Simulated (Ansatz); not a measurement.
The start is a relaxed Pd cell shaken by Gaussian noise of σ = 0.08 Å a coordinate. The structure is fully relaxed (lattice and positions, P = 0) with PBEsol (plane waves to 420 eV, PAW, scalar-relativistic; Ansatz, a first-principles code). First-step values are on the input's coarse k-mesh.

Ansatz input (later rounds restart from its end on a renewed k-mesh):
Ansatz 0.2 input:
```yaml
crystal:
  lattice:
    - [4.9438733782, 0, 0]
    - [0, 4.9438733782, 0]
    - [0, 0, 4.9438733782]
  atoms:
    - { symbol: Pd, position: [0.1760437203, 0.1353714725, 0.1546771049] }
    - { symbol: Pd, position: [0.6445936091, 0.3492536099, 0.8283853925] }
    - { symbol: Pd, position: [0.8303186765, 0.6318405897, 0.3468052928] }
    - { symbol: Pd, position: [0.379398793, 0.84896666, 0.6512982496] }
    - { symbol: Pd, position: [0.8601519294, 0.8260118575, 0.8180357745] }
    - { symbol: Pd, position: [0.3366843894, 0.6413125692, 0.1573663569] }
    - { symbol: Pd, position: [0.1587153204, 0.3328777044, 0.6591459257] }
    - { symbol: Pd, position: [0.6440123164, 0.1187357475, 0.3591382602] }
basis: { ecutwfc: 420, ecutrho_ratio: 4, xc_grid: 2, fft_grid_basis: typed }
kpoints: { mp_grid: { grid: [7, 7, 7] } }
hamiltonian:
  xc: pbesol
  dispersion: none
  pseudopotentials: { azcp: { folder: ./paw }, kind: paw }
scf: { occupations: { method: fermi_dirac, width: 0.05 } }
relax: { f_tol: 0.01, max_steps: 100, cell: { stress_tol: 0.02 } }
output: { forces: true, stress: true }
```

Problem. How large is the pressure on the unrelaxed cell, and of which sign?

Solution. +3.4 GPa (positive: the cell is compressed).

Problem. Which atoms feel the largest initial force, and how large is it?

Solution. 3.06 eV/Å, on Pd8 (atoms numbered as listed).

Problem. How much energy is released per atom?

Solution. 0.21 eV/atom.

Problem. Is the parent structure recovered?

Solution. It does not go back: it reaches P6₃/mmc (No. 194), hcp (Mg type), 0.14 eV/atom below the parent.

Problem. How do the shortest distances between atoms change?

Solution. The closest pairs of elements (up to four, under 3.6 Å), start → end: Pd–Pd 2.36 → 2.72 Å.

Problem. What does it relax into? Give the structure.

Solution. 
```cif
data_Pd2
_chemical_formula_sum 'Pd2'
_space_group_name_H-M_alt 'P63/mmc'
_space_group_IT_number 194
_space_group_name_Hall '-P 6c 2c'
_cell_length_a 2.72256
_cell_length_b 2.72256
_cell_length_c 4.55514
_cell_angle_alpha 90.000
_cell_angle_beta 90.000
_cell_angle_gamma 120.000
loop_
_atom_site_label
_atom_site_type_symbol
_atom_site_symmetry_multiplicity
_atom_site_Wyckoff_symbol
_atom_site_fract_x
_atom_site_fract_y
_atom_site_fract_z
_atom_site_occupancy
Pd1 Pd 2 d 0.66667 0.33333 0.25000 1
```

Final values are on a 20×20×10 k-mesh of the relaxed cell. No spin polarisation in the result. A magnetic state may lie lower.

The relaxed structure here is a generated cell of Pd: the first start was made by placing the elements on the sites of a structure type, and the end was not matched to a known phase here, so it may be hypothetical. Known forms of Pd include space group No. 225.
